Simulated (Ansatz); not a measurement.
Input file for Ansatz (an electronic-structure program):

Ansatz 0.2 input:
```yaml
crystal:
  lattice:
    - [0.0, 3.7738618397, 3.7738618397]
    - [3.7738618397, 0.0, 3.7738618397]
    - [3.7738618397, 3.7738618397, 0.0]
  atoms:
    - { symbol: K, position: [0.75, 0.75, 0.75] }
    - { symbol: K, position: [0.25, 0.25, 0.25] }
    - { symbol: Pt, position: [0.0, 0.0, 0.0] }
kpoints:
  mp_grid: { grid: [6, 6, 6] }
hamiltonian:
  xc: r2scan
  pseudopotentials: { kind: paw }
scf:
  occupations: { method: fixed }
output:
  optics: { e_range: [0.0, 15.0], de: 0.05, sigma: 0.1, bands: { spectra_wanted_up_to: 12 eV } }
```

Output (shortened):

```
output.optics: the spectra are integrated over the Brillouin zone by k·p interpolation around the k-points, where levels, occupations, output.optics.sigma and …
Pseudopotential: K, paw, valence charge 9
Pseudopotential: Pt, paw, valence charge 18
Functional definition: r2SCAN
Crystal: 3 atoms, lattice volume = 107.495 Å³
Basis set: ecut = 500 eV, 2733 PW (Γ), exchange–correlation on 160×160×160 points (64 copies of the dense FFT grid, shifted against one another)
Bands: 22, of which v1, the nominal top of the filled ones, is band 18 counted from 1 (17 counted from 0)
Symmetry: 48 space group operations
Space group: Fm-3m (ITA 225), of the structure as read, at distance tolerance 4.8e-5 Å
k-points: 16 of 216
SCF iter   1: F=—  HF=-15621.861682 eV  |F-HF|=—  |Δ(HF+E_count)|=         —  Δρ=1.22e-2  dr2=3.09e-1  dr2_τ=3.53e-2  ethr=1.77e-3  ⟨swp⟩=4.5  Hψ=1414  notcnv=0  defer=22
preconditioner: auto → none
SCF iter   2: F=—  HF=-15621.913713 eV  |F-HF|=—  |Δ(HF+E_count)|=   5.20e-2  Δρ=1.52e-2  dr2=4.21e-1  dr2_τ=6.85e-2  ethr=8.58e-4  ⟨swp⟩=3.0  Hψ=671  notcnv=0  defer=26
SCF iter   3: F=—  HF=-15621.836830 eV  |F-HF|=—  |Δ(HF+E_count)|=   7.69e-2  Δρ=2.78e-3  dr2=4.55e-3  dr2_τ=7.26e-5  ethr=8.58e-4  ⟨swp⟩=2.0  Hψ=485  notcnv=0  defer=26
SCF iter   4: F=—  HF=-15621.837836 eV  |F-HF|=—  |Δ(HF+E_count)|=   1.01e-3  Δρ=1.47e-3  dr2=5.52e-3  dr2_τ=3.07e-4  ethr=1.26e-5  ⟨swp⟩=2.0  Hψ=614  notcnv=0  defer=26
SCF iter   5: F=—  HF=-15621.836825 eV  |F-HF|=—  |Δ(HF+E_count)|=   1.01e-3  Δρ=3.88e-4  dr2=3.82e-4  dr2_τ=2.04e-5  ethr=1.26e-5  ⟨swp⟩=2.0  Hψ=485  notcnv=0  defer=26
SCF iter   6: F=—  HF=-15621.836755 eV  |F-HF|=—  |Δ(HF+E_count)|=   7.01e-5  Δρ=1.53e-5  dr2=2.24e-7  dr2_τ=1.14e-7  ethr=1.06e-6  ⟨swp⟩=2.0  Hψ=447  notcnv=0  defer=24
SCF iter   7: F=—  HF=-15621.836755 eV  |F-HF|=—  |Δ(HF+E_count)|=   3.34e-7  Δρ=3.99e-6  dr2=3.47e-8  dr2_τ=2.18e-9  ethr=6.23e-10  ⟨swp⟩=2.1  Hψ=547  notcnv=0
SCF iter   8: F=—  HF=-15621.836755 eV  |F-HF|=—  |Δ(HF+E_count)|=   3.98e-9  Δρ=7.95e-7  dr2=1.44e-9  dr2_τ=1.51e-10  ethr=9.65e-11  ⟨swp⟩=2.0  Hψ=448  notcnv=0
SCF iter  10: F=-15621.836755 eV  HF=-15621.836755 eV  |F-HF|=3.64e-12  |Δ(HF+E_count)|=  9.09e-12  Δρ=7.70e-9  dr2=5.49e-14  dr2_τ=1.89e-14  ethr=1.00e-12  ⟨swp⟩=4.8  Hψ=1136  notcnv=0
SCF 1 converged in 10 iterations: F = -15621.836755 eV  dr2 = 5.49e-14
NSCF: frozen V_eff on 16 k-points
Optics k sum: 0 of 16 k-points
Optics k sum: 1 of 16 k-points
Optics k sum: 2 of 16 k-points
Optics k sum: 3 of 16 k-points
Optics k sum: 4 of 16 k-points
Optics k sum: 5 of 16 k-points
Optics k sum: 6 of 16 k-points
Optics k sum: 7 of 16 k-points
Optics k sum: 8 of 16 k-points
Optics k sum: 9 of 16 k-points
Optics k sum: 10 of 16 k-points
Optics k sum: 11 of 16 k-points
Optics k sum: 12 of 16 k-points
Optics k sum: 13 of 16 k-points
Optics k sum: 14 of 16 k-points
Optics k sum: 15 of 16 k-points
Optics k sum: 16 of 16 k-points
Optics k sum: 0 of 16 k-points
Optics k sum: 1 of 16 k-points
Optics k sum: 2 of 16 k-points
Optics k sum: 3 of 16 k-points
Optics k sum: 4 of 16 k-points
Optics k sum: 5 of 16 k-points
Optics k sum: 6 of 16 k-points
Optics k sum: 7 of 16 k-points
Optics k sum: 8 of 16 k-points
Optics k sum: 9 of 16 k-points
Optics k sum: 10 of 16 k-points
Optics k sum: 11 of 16 k-points
Optics k sum: 12 of 16 k-points
Optics k sum: 13 of 16 k-points
Optics k sum: 14 of 16 k-points
Optics k sum: 15 of 16 k-points
Optics k sum: 16 of 16 k-points
NSCF: frozen V_eff on 1 k-points
NSCF: frozen V_eff on 1 k-points
output.optics: what the bands over the 45 summed would add to eps1, eps2 and the energy-loss function is held between a lower and an upper bound (12 Lanczos …
SCF converged after 10 iterations
Free energy (F): -15621.836755 eV
Harris-Foulkes:  -15621.836755 eV  (|F-HF|=3.64e-12)
Internal energy: -15621.836755 eV  (E = F + TS)
E sigma→0 (E₀):  -15621.836755 eV
Fermi energy:    4.521362 eV
--- Per-component energies (eV) ---
  E_band       = -628.727882
  E_kinetic    = 1152.885793
  E_local      = -4284.752793  (includes V_loc(G=0)·N_el)
  E_nonlocal   = 230.079676
  E_hartree    = 1646.082179
  E_xc         = -517.926068
  E_vxc        = -711.556481  (∫ρ·V_xc dr)
  E_paw        = -11057.944999  (= ΣΔE_a)
  E_vpaw       = -352.667271  (= ΣTr[D̂ρ^β])
  E_aug_tail   = 0.000142  (compensation charges beyond the density's cutoff)
  E_vtau       = 45.118706  (kinetic-family band-sum trace: ∫τ·v_τ [+ j·A + Jᵃ·Aᵃ] dr)
  E_ewald      = -2789.636820
  E_core_change = -0.623865  (= ΣΔE_core)
  E_smearing   =  0.000000  (= −TS)
  E_closure    = 0.000000  (closes the sum)
  Σ components = -15621.836755   (vs F -15621.836755, Δ=0.00e0)
  [band-id]    e_kinetic+e_local+e_nonlocal+2·e_hartree+e_vxc+e_vpaw+e_augmentation_tail+e_vtau = -628.727870   (vs E_band -628.727882, Δ=1.17e-5)
--- Band table (eV; the first three rows and the last of 16) ---
  k-point 0: bands = ["-92.4730", "-46.1656", "-46.1656", "-46.1656", "-26.5521", "-26.4869", "-9.3848", "-9.3848", "-9.3848", "-9.1656", "-9.1656", "-9.1656", "2.2824", "4.3268", "4.3268", "4.4707", "4.4707", "4.4707", "8.3072", "8.3072", "8.3072", "10.2782"]…
  k-point 1: bands = ["-92.4730", "-46.1656", "-46.1656", "-46.1656", "-26.5475", "-26.4912", "-9.3728", "-9.3711", "-9.3711", "-9.1899", "-9.1814", "-9.1814", "2.5160", "4.3384", "4.3384", "4.4383", "4.4670", "4.4670", "7.5552", "8.4649", "8.4649", "10.8576"]…
  k-point 2: bands = ["-92.4730", "-46.1657", "-46.1656", "-46.1656", "-26.5351", "-26.5028", "-9.3424", "-9.3330", "-9.3330", "-9.2442", "-9.2237", "-9.2237", "3.0782", "4.3613", "4.3613", "4.3898", "4.4613", "4.4613", "6.5817", "8.8135", "8.8135", "10.9068"]…
  k-point 15: bands = ["-92.4730", "-46.1657", "-46.1656", "-46.1656", "-26.5237", "-26.5132", "-9.4689", "-9.4325", "-9.3508", "-9.2132", "-9.1355", "-9.1192", "3.8854", "4.2233", "4.2588", "4.3813", "4.4750", "4.4775", "6.9258", "8.0123", "8.0883", "9.7492"]…
```

Cost: about 80 core-seconds (a rough figure) on shared cores.

The first step of the workflow began from a Materials Project structure, measured or hypothetical; the Crystallography Open Database copy checked does not list it. Its standing as an ambient phase is unchecked. Symmetry was held in the r²SCAN relaxation; whether a distortion lowers the energy is not shown. The run is not spin-polarised. Spin–orbit coupling is left out wherever it is not named.

Potentials: the later of the program's two PAW sets.

Ansatz is a plane-wave DFT program.
